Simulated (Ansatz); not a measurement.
A generator proposed this cell of CuOF.

```xyz
3
Lattice="3.3263 0.0000 0.0000 -1.6632 2.8807 0.0000 0.0000 0.0000 3.1953" Properties=species:S:1:pos:R:3 pbc="T T T"
Cu    1.6632    0.9602    1.5977
O     0.0000    1.9205    1.5977
F     0.0000    0.0000    0.0000
```

Level of theory: DFT PBE, scalar-relativistic, plane waves, PAW in Ansatz. Settings: cutoff 420 eV, Γ-centred mesh 6×6×6 on the computed 3-atom cell, Gaussian smearing of 0.10 eV; collinear spin from starting moments 1.0 0.0 0.0 μB.

The zero of energy is the elements' standard structures at the same level (F₂, O₂ as molecules); no fitted shifts are applied.

Task: Estimate its pressure, forces and energy as it stands.

Result: The pressure is 3.6 GPa (the mean over three directions, positive in compression), the largest force is 0.00 eV/Å (symmetry fixes the atoms), and the energy is −0.34 eV/atom against the elements. The shortest distance is 1.92 Å.

Task: How much does it gain on relaxing, and where does it end?

Result: Relaxing gains under 0.1 eV/atom (the start's value is from the coarse mesh, so the gain is rough) in 17 ionic steps and ends at −0.40 eV/atom on the finer mesh. The symmetry stays P-6m2 (No. 187). The volume per atom grows by 9.0 %, from 10.2 to 11.1 Å³. The shortest distance goes from 1.92 Å (Cu–O) to 1.87 Å (Cu–O). The ratio c/a of the conventional cell changes by a factor of 1.19. Conventional cell: a = 3.230 Å, c = 3.694 Å. Cu is surrounded by 3 O at 1.87 Å and 6 F at 2.62 Å; around O lie 3 Cu at 1.87 Å and 6 F at 2.62 Å; F has 6 Cu at 2.62 Å and 6 O at 2.62 Å.

The last run used collinear spin, an 18×18×12 mesh (in the run's order of axes) for its 3-atom cell and Gaussian smearing of 0.10 eV. Weakly bound directions are ill-defined at this level, which has no dispersion term. No Hubbard U is applied to the open shell of Cu. Another magnetic order may lie lower. The relaxation can't lower the symmetry of the start. A structure relaxed within its symmetry needn't be a true minimum.
